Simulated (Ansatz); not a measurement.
## SiC: gradients before and after relaxing the atoms

Start: a measured structure from the Crystallography Open Database (COD).

Space group Cmc2_1 (No. 36); a = 3.0778, b = 5.3350, c = 15.1219 Å.

| site | Wyckoff | site symmetry | x | y | z |
| --- | --- | --- | --- | --- | --- |
| Si1 | 4a | m.. | 0.5000 | 0.3327 | 0.1420 |
| Si3 | 4a | m.. | 0.5000 | 0.9993 | 0.4759 |
| Si5 | 4a | m.. | 0.5000 | 0.6643 | 0.3088 |
| C7 | 4a | m.. | 0.5000 | 0.0040 | 0.3497 |
| C9 | 4a | m.. | 0.5000 | 0.3400 | 0.0183 |
| C11 | 4a | m.. | 0.5000 | 0.6710 | 0.1832 |

One atom of each set is listed; the run and its k-mesh use a cell of 12 atoms with edges of 3.08, 3.08, 15.12 Å.

Computed with Ansatz: DFT, PBE, plane waves and PAW (field gradients read without the response of the frozen cores, which leaves them typically 4 to 6 % off), scalar-relativistic, 420 eV cutoff, Γ-centred 10×10×2 k-points, Fermi–Dirac smearing 0.02 eV.

The largest force at the start is 0.73 eV/Å. Relaxing the ions at fixed cell moves them by 0.038 Å at most (atom 10, C) and 0.022 Å rms. End positions:

Si1 (0.5000, 0.3333, 0.1423)
Si3 (0.5000, 0.9999, 0.4755)
Si5 (0.5000, 0.6666, 0.3088)
C7 (0.5000, 0.9998, 0.3502)
C9 (0.5000, 0.3334, 0.0173)
C11 (0.5000, 0.6666, 0.1838)

```tsv
site	moved (Å)	first shell before	first shell after	V_zz before (10²¹ V/m²)	η before
Si1	0.005	4 C at 1.87–1.91 Å	4 C at 1.89 Å	0.74	0.47
Si3	0.007	4 C at 1.87–1.92 Å	4 C at 1.89 Å	0.70	0.87
Si5	0.012	4 C at 1.87–1.92 Å	4 C at 1.88–1.89 Å	0.95	0.92
C7	0.023	4 Si at 1.87–1.92 Å	4 Si at 1.88–1.89 Å	0.30	0.19
C9	0.038	4 Si at 1.87–1.92 Å	4 Si at 1.89 Å	0.11	0.28
C11	0.025	4 Si at 1.87–1.91 Å	4 Si at 1.89 Å	0.076	0.48
```

**Question.** How do the gradients change?

**Answer.** 

```
site  V_zz after  η after  change of V_zz
 Si1        0.21     0.02               –
 Si3      -0.052     0.10               –
 Si5        0.24     0.02               –
  C7        0.21     0.06           -0.09
  C9       0.068     0.20               –
 C11       0.032     0.42           -0.04
```

The largest change of V_zz along a kept axis is on C7, from 0.30 to 0.21. The whole tensor moves most on Si5, by 0.93 along its most changed direction. On Si5, Si1, Si3, C9 the largest principal value lies along another axis in the second run, so the two V_zz can't be compared directly.

Before: At this cell the principal stresses reach 6 GPa in size with PBE, which can matter for small gradients.
